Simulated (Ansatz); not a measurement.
# Kick test of a cell of Nd4O

The cell was found from a structure generator's guess, not taken from experiment.

Computed with Ansatz 0.2.0, DFT PBE, scalar-relativistic, plane waves, PAW, and for the lanthanide a 4f-in-core norm-conserving potential. Cutoff 660 eV; k points 8×8×8 on the computed 5-atom cell (Γ-centred); Gaussian smearing, width 0.10 eV; no spin polarisation.

The cell below (5 atoms, space group P-43m (No. 215)) is relaxed within its symmetry.

```
Nd O
1.0
     5.43383    0.00000    0.00000
     0.00000    5.43383    0.00000
     0.00000    0.00000    5.43383
Nd O
4 1
Direct
  0.24273 0.24273 0.24273
  0.75727 0.75727 0.24273
  0.75727 0.24273 0.75727
  0.24273 0.75727 0.75727
  0.00000 0.00000 0.00000
```

For the test a repeat of it with 10 atoms (edges 5.43, 5.43, 10.87 Å) was strained at random (σ = 1.5 % a component), the atoms were moved at random (σ = 0.15 Å), and all was relaxed again on a coarse 4×4×2 mesh (in the run’s order of axes) with 0.20 eV smearing, with no symmetry imposed.

**Question.** Does it come back?

**Answer.** It returns, within 1 meV/atom of the unmoved cell on that mesh and with the same symmetry when read at 0.1 Å. So it is stable against the distortions that fit this cell and that this random move excites. Modes that don't fit the cell aren't tested. Another cell of Nd4O relaxed alike, in Pm-3m, lies 58 meV/atom lower, so this cell isn't the stable form at this level.

The lanthanide is trivalent by construction, without f bands, f moments or other valences.
